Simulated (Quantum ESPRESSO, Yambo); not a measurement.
NaYS2 (space group R-3m, No. 166) under isotropic strain (on all lattice vectors), counted from the cell relaxed with PBEsol, atoms relaxed at each step. PBEsol (pw.x of Quantum ESPRESSO, ONCV potentials, scalar-relativistic); G0W0 in Yambo (4×4×4 Γ-centred k mesh, bands 3 to 130 and a 7 Ry block in the screening, 130 bands in G with the Bruneval-Gonze terminator, plasmon pole fitted at 27.2 eV).

```
strain s (%)  PBEsol direct gap at F (eV)  G0W0 direct gap at F (eV)
------------  ---------------------------  -------------------------
-3                                      ?                          ?
-1.5                                2.865                      4.524
-0.7                                2.927                      4.594
0                                   2.978                      4.665
+1                                  3.049                      4.752
+2                                  3.111                      4.822
```

Q: Fit a parabola in s to each column by least squares and predict the withheld row.

A: PBEsol: E = 2.979 + 0.0719 s − 0.0028 s² (largest residual 1 meV), giving 2.738 eV at s = -3; the run gave 2.742 eV, a miss of 4 meV. G0W0: E = 4.664 + 0.0886 s − 0.0044 s² (largest residual 6 meV), giving 4.359 eV at s = -3; the run gave 4.348 eV, a miss of 10 meV. The withheld row lies outside the fitted range, so this is an extrapolation. The GW settings are held fixed; their convergence isn't established. The screening block changes size along the series (155 vectors at -3 %, 191 vectors at -1.5 %, 191 vectors at -0.7 %, 203 vectors at +0 %, 209 vectors at +1 %, 221 vectors at +2 %), which puts steps into the G0W0 values.
